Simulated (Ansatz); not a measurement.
# Relaxing a structure of YF$_{3}$

The start is a relaxed YF3 cell, doubled along one cell vector, shaken by Gaussian noise of σ = 0.08 Å a coordinate. The structure is fully relaxed (lattice and positions, P = 0) with PBE (plane waves to 420 eV, PAW, scalar-relativistic; Ansatz, a program for electronic structure). The first steps use a coarse 7×7×4 k-mesh.

Starting cell:
```yaml
crystal:
  lattice:
    - [0.00000, 3.59430, 4.33294]
    - [1.97080, 0.00000, 4.33294]
    - [3.94159, 7.18861, 0.00000]
  atoms:
    - { symbol: F, position: [0.11632, 0.39575, 0.27012] }
    - { symbol: F, position: [0.12672, 0.38258, 0.77847] }
    - { symbol: F, position: [0.38286, 0.13233, 0.46505] }
    - { symbol: F, position: [0.38919, 0.13837, 0.94275] }
    - { symbol: F, position: [0.46862, 0.56668, 0.24598] }
    - { symbol: F, position: [0.48102, 0.58772, 0.73890] }
    - { symbol: Y, position: [0.78024, 0.75949, 0.10025] }
    - { symbol: Y, position: [0.75996, 0.79665, 0.60136] }
```

### Question
Which atoms feel the largest initial force, and how large is it?

### Answer
3.04 eV/Å, on F2 (atoms numbered as listed).

### Question
How does the volume change?

### Answer
-2.2 %, from 15.35 to 15.01 Å³/atom.

### Question
Is the parent structure recovered?

### Answer
It does not go back: it reaches P-3m1 (No. 164), 0.216 eV/atom below the parent.

### Question
Is the relaxed structure metallic? Give its gap.

### Answer
7.65 eV, direct within 0.03 eV (at M) (no spin-orbit coupling).

### Question
Give the final cell and atomic positions.

### Answer

Space group P-3m1 (No. 164); a = b = 3.982 Å, c = 4.374 Å, α = β = 90.00°, γ = 120.00°

```csv
atom,site,symmetry,x,y,z
F,2d,3m.,0.3333,0.6667,0.3964
F,1a,-3m.,0.0000,0.0000,0.0000
Y,1b,-3m.,0.0000,0.0000,0.5000
```

Final values are on a 10×10×8 k-mesh of the relaxed cell. No spin polarisation in the result.

The relaxed structure here is a generated cell of YF3: the first start was made by a random draw of sites in a space group, and the end was not matched to a known phase here, so it may be hypothetical.
